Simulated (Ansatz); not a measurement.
Relaxed-ion elastic tensor of Al$_{12}$W in space group Im-3 (No. 204; Al on 24g, W on 2a) in GPa (Voigt order), PBEsol (plane waves, PAW; program Ansatz); density 3.94 g/cm³, 16.48 Å³ per atom.

```
 180  55.6  55.6   0.0   0.0   0.0
55.6   180  55.6   0.0   0.0   0.0
55.6  55.6   180   0.0   0.0   0.0
 0.0   0.0   0.0  59.8   0.0   0.0
 0.0   0.0   0.0   0.0  59.8   0.0
 0.0   0.0   0.0   0.0   0.0  59.8
```

Task: Is the crystal mechanically stable?

Result: Yes: the smallest eigenvalue of C is 59.8 GPa.

Task: Work out the Voigt, Reuss and Hill averages.

Result: K_V = 97.0, K_R = 97.0, K_H = 97.0; G_V = 60.7, G_R = 60.7, G_H = 60.7 GPa.

Task: Give Young's modulus, Poisson's ratio, Pugh's ratio and the universal anisotropy index.

Result: E = 9KG/(3K + G) = 151 GPa; ν = 0.24; K/G = 1.60 (brittle by the Pugh limit of 1.75); A_U = 5G_V/G_R + K_V/K_R − 6 = 0.00.

Task: Estimate the sound speeds and the Debye temperature.

Result: v_l = √((K + 4G/3)/ρ) = 6720 m/s, v_t = √(G/ρ) = 3930 m/s, mean 4360 m/s; Θ = (h/k)(3n/4πV)^(1/3) v_m = 510 K.

Task: Give the Zener ratio and Young's modulus along [100], [110] and [111].

Result: A = 2C44/(C11 − C12) = 0.96; 1/E = S11 − 2(S11 − S12 − S44/2)Γ with Γ = 0, 1/4, 1/3 gives 153, 150, 149 GPa.

The workflow started from a Materials Project entry (that database holds measured and hypothetical structures alike); the Crystallography Open Database copy checked does not list it. Its standing as an ambient phase is unchecked. Symmetry was held in the PBEsol relaxation; its stability against distortions is not shown here. The run is not spin-polarised. As this level gives no gap, shear constants depend on the k-mesh and smearing (Fermi–Dirac, 0.1 eV here). Spin–orbit coupling is left out wherever it is not named.

Potentials: the later of the program's two PAW sets.
